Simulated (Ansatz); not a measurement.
Relaxed-ion elastic tensor of ScAl3 (Cu3Au type, Pm-3m) in GPa (Voigt order), PBEsol in the plane-wave PAW code Ansatz; density 3.10 g/cm³, 16.87 Å³ per atom.

|  | 1 | 2 | 3 | 4 | 5 | 6 |
|---|---|---|---|---|---|---|
| 1 | 189 | 43.1 | 43.1 | 0.0 | 0.0 | 0.0 |
| 2 | 43.1 | 189 | 43.1 | 0.0 | 0.0 | 0.0 |
| 3 | 43.1 | 43.1 | 189 | 0.0 | 0.0 | 0.0 |
| 4 | 0.0 | 0.0 | 0.0 | 76.8 | 0.0 | 0.0 |
| 5 | 0.0 | 0.0 | 0.0 | 0.0 | 76.8 | 0.0 |
| 6 | 0.0 | 0.0 | 0.0 | 0.0 | 0.0 | 76.8 |

Problem. Is the crystal mechanically stable?

Solution. Yes: the smallest eigenvalue of C is 76.8 GPa.

Problem. Work out the Voigt, Reuss and Hill averages.

Solution. K_V = 91.9, K_R = 91.9, K_H = 91.9; G_V = 75.4, G_R = 75.3, G_H = 75.3 GPa.

Problem. Give Young's modulus, Poisson's ratio, Pugh's ratio and the universal anisotropy index.

Solution. E = 9KG/(3K + G) = 177 GPa; ν = 0.18; K/G = 1.22 (brittle by the Pugh limit of 1.75); A_U = 5G_V/G_R + K_V/K_R − 6 = 0.00.

Problem. Estimate the sound speeds and the Debye temperature.

Solution. v_l = √((K + 4G/3)/ρ) = 7880 m/s, v_t = √(G/ρ) = 4930 m/s, mean 5430 m/s; Θ = (h/k)(3n/4πV)^(1/3) v_m = 630 K.

Problem. Give the Zener ratio and Young's modulus along [100], [110] and [111].

Solution. A = 2C44/(C11 − C12) = 1.05; 1/E = S11 − 2(S11 − S12 − S44/2)Γ with Γ = 0, 1/4, 1/3 gives 173, 178, 180 GPa.

Problem. Solve the Christoffel equation for the three sound speeds along [100], [110], [111].

Solution. Eigenvalues of C_ijkl n_j n_l equal ρv². In km/s, slowest first: [100] 4.98, 4.98, 7.82; [110] 4.86, 4.98, 7.89; [111] 4.90, 4.90, 7.92.

Symmetry was held in the PBEsol relaxation. The run is not spin-polarised. As this level gives no gap, shear constants depend on the k-mesh and smearing (Fermi–Dirac, 0.1 eV here).

Potentials: the earlier of the program's two PAW sets. The files were generated under PBE; for other functionals the program regenerates the frozen cores, and for LDA and PBEsol the local potential too.
